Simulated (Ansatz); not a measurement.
**ZnPtC₆N₆: checking a database structure before trusting its electric field gradients**

The cell is an entry of the Crystallography Open Database (COD), atoms as given.

Space group Fm-3m (No. 225); a = 10.5234 Å.

```csv
site,Wyckoff,site symmetry,x,y,z
Zn,4b,m-3m,0.5000,0.5000,0.5000
Pt,4a,m-3m,0.0000,0.0000,0.0000
C,24e,4m.m,0.5000,0.5000,0.1936
N,24e,4m.m,0.5000,0.5000,0.2966
```

One atom of each set is listed; the run and its k-mesh use a cell of 14 atoms with edges of 7.44, 7.44, 7.44 Å.

Computed with Ansatz: DFT, PBE, plane waves and PAW, scalar-relativistic, 420 eV cutoff, Γ-centred 5×5×5 k-points, Fermi–Dirac smearing 0.05 eV.

Q: Do the atoms and the cell lie near the calculated equilibrium?

A: No. The largest force is 11 eV/Å, on atom 3 (C: 1 N at 1.08 Å, 1 Pt at 2.04 Å, angle 180°; also 1 Zn at 3.22 Å), and the pressure is 12.5 GPa. Such values can come from a cell under pressure, imprecise or misplaced coordinates, missing atoms or a wrong setting of the space group; the run alone doesn't tell which, and gradients calculated on this entry can't be taken for those of the compound at ambient conditions.
